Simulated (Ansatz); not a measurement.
AlGa₃N₄ in space group P-43m (No. 215; Al on 1a, Ga on 3c, N on 4e), PBEsol (plane waves, PAW; program Ansatz). The conduction-band minimum lies at Γ, with 1 equivalent valley. Second derivatives d²E/dk² of the lowest band at one valley (eV·Å²), along Cartesian directions:

| direction | d²E/dk² |
|---|---|
| [100] | 37.16 |
| [010] | 37.16 |
| [001] | 37.16 |
| [110] | 37.15 |
| [101] | 37.15 |
| [011] | 37.15 |

Q: Find the principal effective masses, the density-of-states mass and the conductivity mass.

A: Off-diagonal terms follow from H_xy = H[110] − (H_xx + H_yy)/2, and m*/mₑ = 7.620 eV·Å² over each eigenvalue: 0.21, 0.21, 0.21. One valley's DOS mass (m₁m₂m₃)^(1/3) = 0.21, conductivity mass 3/(Σ 1/mᵢ) = 0.21 mₑ.

Q: What effective density of states Nc follows at 300 K for parabolic valleys?

A: Nc = 2.509e19 × 1 × (0.21)^(3/2) ≈ 2.4e18 cm⁻³.

Q: With the computed static dielectric constant 9.92 (mean of the diagonal), estimate a hydrogenic donor's binding energy and radius.

A: E = 13.606 eV × 0.21/9.92² ≈ 29 meV; a = 0.529 Å × ε/m* ≈ 25 Å. Semilocal masses tend to be too small where the gap is.

The workflow started from a Materials Project entry (that database holds measured and hypothetical structures alike); the Crystallography Open Database copy checked does not list it. With Al and Ga taken as one species the cell has the higher symmetry F-43m, so it may be an ordered model of a mixed-site phase. Its standing as an ambient phase is unchecked. Symmetry was held in the PBEsol relaxation; of distortions, only those at the zone centre were tested. Scalar-relativistic: spin–orbit coupling is off unless named, which matters more the heavier the elements.

Potentials: the later of the program's two PAW sets.
